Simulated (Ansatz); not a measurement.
The elements of this relaxed trial crystal are hidden behind letters.

```
lattice vectors (Å)
  -2.5540    2.5540    2.5540
   2.5540   -2.5540    2.5540
   2.5540    2.5540   -2.5540
fractional positions
X 0.0000 0.0000 0.0000
Z 0.0000 0.5000 0.5000
Z 0.5000 0.0000 0.5000
Z 0.5000 0.5000 0.0000
```

Level of theory: Ansatz, DFT PBE, scalar-relativistic, plane waves, PAW. The final run on the 4-atom cell used 420 eV, a Γ-centred 12×12×12 mesh, 0.10 eV smearing and no spin polarisation.

- Space group: Im-3m (No. 229)
- Conventional cell: a = 5.108 Å
- Volume per atom: 16.66 Å³
- Density: 4.03 g/cm³
- Energy over the elements: +0.03 eV/atom
- Gap on the 12×12×12 mesh of the 4-atom cell: 0 eV (a metal)

Energies are uncorrected and count from the elements' standard states at the same level.

**Question.** X is a d-block element of period 4 and Z is a p-block element of period 3. Which elements are they?

**Answer.** X = Zn, Z = S, so the formula is ZnS3. Density times volume gives a mean mass of 4.03 × 16.66/1.6605 = 40.4 u per atom, and this set has 40.4 u. Zn has 6 S at 2.55 Å; around S lie 2 Zn at 2.55 Å and 4 S at 2.55 Å. Other sets within the hints have nearly the same mass, so mass alone doesn't settle it; this one was computed.

Symmetry constrained the relaxation, so the result can be a saddle point. Another cell of ZnS3 relaxed alike, in Pm, lies 151 meV/atom lower, so this cell isn't the stable form at this level.
